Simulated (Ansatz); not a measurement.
## Structure relaxation, TiAu

The start is a generated cell, TiAu placed in the AFLOW prototype AB_tI8_141_a_b ("40", as in NbP). A full variable-cell relaxation at zero pressure is run with PBEsol (plane waves to 420 eV, PAW, scalar-relativistic; Ansatz, an electronic-structure program). First-step values are on the input's coarse k-mesh.

Ansatz input (later rounds restart from its end on a renewed k-mesh):
Ansatz 0.2 input:
```yaml
crystal:
  lattice:
    - [-1.7018186, 1.7018186, 5.82457]
    - [1.7018186, -1.7018186, 5.82457]
    - [1.7018186, 1.7018186, -5.82457]
  atoms:
    - { symbol: Ti, position: [0.75, 0.25, 0.5] }
    - { symbol: Ti, position: [0, 0, 0] }
    - { symbol: Au, position: [0.5, 0.5, 0] }
    - { symbol: Au, position: [0.25, 0.75, 0.5] }
basis: { ecutwfc: 420, ecutrho_ratio: 4, xc_grid: 2, fft_grid_basis: typed }
kpoints: { mp_grid: { grid: [13, 13, 13] } }
hamiltonian:
  xc: pbesol
  dispersion: none
  pseudopotentials: { kind: paw }
scf: { occupations: { method: fermi_dirac, width: 0.05 } }
relax: { f_tol: 0.01, max_steps: 100, cell: { stress_tol: 0.02 } }
output: { forces: true, stress: true }
```

Q: How large is the pressure on the unrelaxed cell, and of which sign?

A: +25.1 GPa (positive: the cell is compressed).

Q: How much energy is released per atom?

A: 0.92 eV/atom.

Q: How does the volume change?

A: -3.6 %, from 16.87 to 16.26 Å³/atom.

Q: How do the shortest distances between atoms change?

A: The closest pairs of elements (up to four, under 3.6 Å), start → end: Au–Ti 2.41 → 2.79 Å; Ti–Ti 3.37 → 2.87 Å; Au–Au 3.37 → 2.87 Å.

Q: What band gap does the relaxed structure have at this level?

A: No gap (metallic).

Q: Write out the relaxed structure.

A: 
Space group I4₁/amd, origin choice 1 (No. 141); a = b = 3.944 Å, c = 8.365 Å, α = β = γ = 90.00°

```json
[
 {"atom": "Ti", "site": "4a", "symmetry": "-4m2", "x": "0.0000", "y": "0.0000", "z": "0.0000"},
 {"atom": "Au", "site": "4b", "symmetry": "-4m2", "x": "0.0000", "y": "0.0000", "z": "0.5000"}
]
```
(The calculation used a cell of 4 atoms; values per cell refer to that cell.)

The space group stays I4₁/amd (No. 141) (the run could not lower it), with 4 atoms in the primitive cell. Final values are on a 17×17×17 k-mesh of the relaxed cell. No spin polarisation in the result.

The run could not lose the symmetry of its start: the end is stationary, and may be a saddle point rather than a minimum.

All atoms sit on sites fixed by symmetry, so only the cell could relax.

The relaxed structure here is a generated cell of TiAu: the first start was made by placing the elements on the sites of a structure type, and the end was not matched to a known phase here, so it may be hypothetical.
